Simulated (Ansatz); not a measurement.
Ansatz input

```yaml
crystal:
  lattice:
    - [2.7012216336, 0.0, 0.0]
    - [-1.3506108168, 2.339326556, 0.0]
    - [0.0, 0.0, 4.3580196639]
  atoms:
    - { symbol: Rh, position: [0.3333333333, 0.6666666667, 0.25], spin: 1.0 }
    - { symbol: Rh, position: [0.6666666667, 0.3333333333, 0.75], spin: 1.0 }
hamiltonian:
  xc: r2scan
  pseudopotentials:
    kind: paw
    azcp:
      Rh: "pseudopotentials/Rh.paw.azcp"
basis:
  ecutwfc: 500
  fft_grid_basis: typed
kpoints:
  mp_grid: { grid: [22, 22, 12], shift: [0, 0, 0] }
magnetization:
  spin_polarized: true
scf:
  occupations: { method: fermi_dirac, width: 0.05 }
```

Output

```
Engine: ansatz 0.2.0, aarch64-unknown-linux-gnu
Pseudopotentials: kind: paw
Pseudopotential: Rh, paw, valence charge 17, recommended cutoff 500 eV (meta_gga) 
Functional definition: r2SCAN
  parameter k0 = 0.174
  parameter k1 = 0.065
  parameter a1 = 4.9479
  exchange = r2scan_x(k0 = k0, k1 = k1, a1 = a1)
  correlation = r2scan_c
Crystal: 2 atoms, lattice volume = 27.538 Å³
Basis set: ecut = 500 eV, 699 PW (Γ), exchange–correlation on 80×80×128 points (64 copies of the dense FFT grid, shifted against one another)
Bands: 22, of which v1, the nominal top of the filled ones, is band 17 counted from 1 (16 counted from 0)
Symmetry: 24 space group operations
Space group: P63/mmc (ITA 194), of the structure as read, at distance tolerance 3.0e-5 Å
Magnetic group: BNS 194.263 (UNI 1493), of the structure as read, at distance tolerance 3.0e-5 Å
k-points: 364 of 5808
Non-local potential: Rh, projectors of the file, l = 0: 3, l = 1: 2, l = 2: 2, l = 3: 1
PAW form: soft (Blöchl's): semilocal exchange-correlation on the pseudo side does not see the compensation charge
PAW frozen core: Rh, regenerated for the run's functional (the file was generated under x = pbe(κ = 0.804, μ = 0.2195149727645171), c = pbe(β = 0.06672455060314922))
PAW one-centre angular grid: Rh, 590 points (default); XC on 160 Gauss nodes
Initial density: superposition of atomic densities (chi_scale 0.1, normalization cell)
Starting moments: Σ|m| = 2 μB on 2 of 2 sites
Initial wavefunctions: pseudopotential atomic-orbital guess
Functional: x = r2scan, c = r2scan; τ floored in thin density (d = 2e-4 eV/Å³)
SCF iter   1: F=—  HF=-12831.423822 eV  |F-HF|=—  |Δ(HF+E_count)|=         —  Δρ=4.94e-2 (↑4.94e-2 ↓4.93e-2)  dr2=2.47e0  dr2_τ=1.69e-2  dr2_m=2.29e-2  M=1.492 μB ∫|m|=1.509 μB  β_m=1.00  ethr=3.10e-3  ⟨swp⟩=4.9  Hψ=63597  notcnv=0
Mixer restart at iter 1: flushing history
SCF iter   2: F=—  HF=-12830.617275 eV  |F-HF|=—  |Δ(HF+E_count)|=   8.07e-1  Δρ=3.07e-2 (↑2.84e-2 ↓3.07e-2)  dr2=9.27e-1  dr2_τ=9.63e-3  dr2_m=1.38e-3  M=1.394 μB ∫|m|=1.482 μB  β_m=0.55  ethr=3.10e-3  ⟨swp⟩=2.3  Hψ=27150  notcnv=0  defer=46  κ⁻¹=1.0e0(r=1)
SCF iter   3: F=—  HF=-12830.391250 eV  |F-HF|=—  |Δ(HF+E_count)|=   2.26e-1  Δρ=9.87e-3 (↑9.87e-3 ↓8.38e-3)  dr2=4.77e-2  dr2_τ=7.98e-4  dr2_m=4.15e-3  M=1.275 μB ∫|m|=1.450 μB  β_m=1.00  ethr=2.73e-3  ⟨swp⟩=2.4  Hψ=27207  notcnv=0  defer=46  κ⁻¹=3.6e-2(r=2)
SCF iter   4: F=—  HF=-12830.453994 eV  |F-HF|=—  |Δ(HF+E_count)|=         —  Δρ=1.30e-2 (↑1.21e-2 ↓1.30e-2)  dr2=9.70e-3  dr2_τ=3.26e-3  dr2_m=3.33e-2  M=0.993 μB ∫|m|=1.118 μB  β_m=1.00  ethr=1.40e-4  ⟨swp⟩=2.5  Hψ=31390  notcnv=0  defer=46
...
SCF iter  18: F=—  HF=-12830.466920 eV  |F-HF|=—  |Δ(HF+E_count)|=   1.98e-9  Δρ=2.62e-6 (↑2.56e-6 ↓2.62e-6)  dr2=1.02e-11  dr2_τ=1.57e-10  dr2_m=1.68e-9  M=-0.001 μB ∫|m|=0.001 μB  β_m=1.00  ethr=1.00e-12  ⟨swp⟩=3.1  Hψ=34219  notcnv=0  defer=2  κ⁻¹=2.5e-8(r=8)
SCF iter  19: F=—  HF=-12830.466920 eV  |F-HF|=—  |Δ(HF+E_count)|=  3.29e-10  Δρ=7.92e-7 (↑7.92e-7 ↓7.92e-7)  dr2=3.83e-13  dr2_τ=1.47e-11  dr2_m=1.58e-10  M=-0.000 μB ∫|m|=0.000 μB  β_m=1.00  ethr=1.00e-12  ⟨swp⟩=3.0  Hψ=35253  notcnv=0  defer=2  κ⁻¹=6.4e-8(r=8)
SCF iter  20: F=—  HF=-12830.466920 eV  |F-HF|=—  |Δ(HF+E_count)|=  4.57e-10  Δρ=5.62e-7 (↑5.62e-7 ↓5.47e-7)  dr2=1.81e-13  dr2_τ=6.97e-12  dr2_m=7.74e-11  M=-0.000 μB ∫|m|=0.000 μB  β_m=1.00  ethr=1.00e-12  ⟨swp⟩=1.0  Hψ=46208  notcnv=0  κ⁻¹=3.8e-6(r=8)
SCF iter  21: F=-12830.466920 eV  HF=-12830.466920 eV  |F-HF|=7.28e-12  |Δ(HF+E_count)|=  1.18e-10  Δρ=2.57e-7 (↑2.57e-7 ↓2.48e-7)  dr2=2.07e-13  dr2_τ=1.47e-12  dr2_m=1.60e-11  M=-0.000 μB ∫|m|=0.000 μB  ethr=1.00e-12  ⟨swp⟩=2.0  Hψ=30999  notcnv=0
SCF 1 converged in 21 iterations: F = -12830.466920 eV  dr2 = 2.07e-13
WARN: the starting moments were not kept: the SCF closed with an absolute magnetisation of 3.2e-5 μB, where they sum to 2 μB in size (2 sites). That is at most 0.1 of that sum. Measured as dr2_m measures the in/out step, that magnetisation stands 3.5e-10 eV from none, at or under the dr2_threshold of 1.0e-7 eV: it is no larger than a step whose dr2_m would equal this threshold. The system may hold no moment; this SCF shows only that its start led to no more than that. To try another start: raise the starting moments (crystal.atoms[].spin, magnetization.per_species, magnetization.initial_magnetization, or on a non-collinear deck that types none of these the spinor_matrix: blocks that start its atoms; where the total moment is fixed, keep their sum and leave initial_magnetization as it is; typed ones take the place of any that the run laid by itself, positive ones on a crystal's lanthanoids without a Hubbard term where scf.initial_density.shell_occupations: [] is typed) or, if the notice of its spin-set hold's release reads "site moments contracting" or "site moments show no strong build", lengthen the hold (scf.mixing.spin_hold: { on: { confirm: 4 } }; for m-r²SCAN on two components see the key's manual first). Each may lead to a state that holds a moment. A second SCF, from the converged charge density, with the starting moments and any scf.initial_density.shell_occupations laid on it anew, would have followed, and was not run: the deck does not ask for one (magnetization.retry_lost_moments is false, the default). To let it run, set magnetization.retry_lost_moments: true and run the deck again, where that key's refused combinations let it; where memory then withholds it, that run's warning says so.
this state was not tested for a lower state beside it, because the mixer in use, unlike msr1, does not test its closes by its own steps (another_mixer; see scf.mixing.algorithm and scf.lower_state_search)
SCF converged after 21 iterations
Magnetization: -0.0000 μB (17.0000 up, 17.0000 down)
Absolute magnetization: 0.0000 μB (∫|ρ↑−ρ↓|, with the PAW one-centre terms)
Spin contamination: 0.0000 ħ² per cell (⟨S²⟩ above its minimum at these occupations)
Per-site moments (μB) at R_I (Å): [(-1.557989678606988e-5, 1.1053370878774884), (-1.5579896786220066e-5, 1.1053370878774884)]
Free energy (F): -12830.466920 eV
Harris-Foulkes:  -12830.466920 eV  (|F-HF|=7.28e-12)
Internal energy: -12830.441376 eV  (E = F + TS)
E sigma→0 (E₀):  -12830.454148 eV
Entropy (-TS):   -0.025544 eV (-12.772 meV/atom)
Fermi energy:    22.273022 eV
--- Per-component energies (eV) ---
  E_band       = -205.512520
  E_kinetic    = 1146.470632
  E_local      = -3133.524613  (includes V_loc(G=0)·N_el)
  E_nonlocal   = 710.945548
  E_hartree    = 1102.926728
  E_xc         = -433.559077
  E_vxc        = -628.200818  (∫ρ·V_xc dr)
  E_paw        = -7208.502735  (= ΣΔE_a)
  E_vpaw       = -549.572629  (= ΣTr[D̂ρ^β])
  E_aug_tail   = 0.001309  (compensation charges beyond the density's cutoff)
  E_vtau       = 42.514607  (kinetic-family band-sum trace: ∫τ·v_τ [+ j·A + Jᵃ·Aᵃ] dr)
  E_ewald      = -5014.459248
  E_core_change = -0.739919  (= ΣΔE_core)
  E_smearing   = -0.025544  (= −TS)
  E_closure    = 0.000000  (closes the sum)
  Σ components = -12830.466920   (vs F -12830.466920, Δ=0.00e0)
```
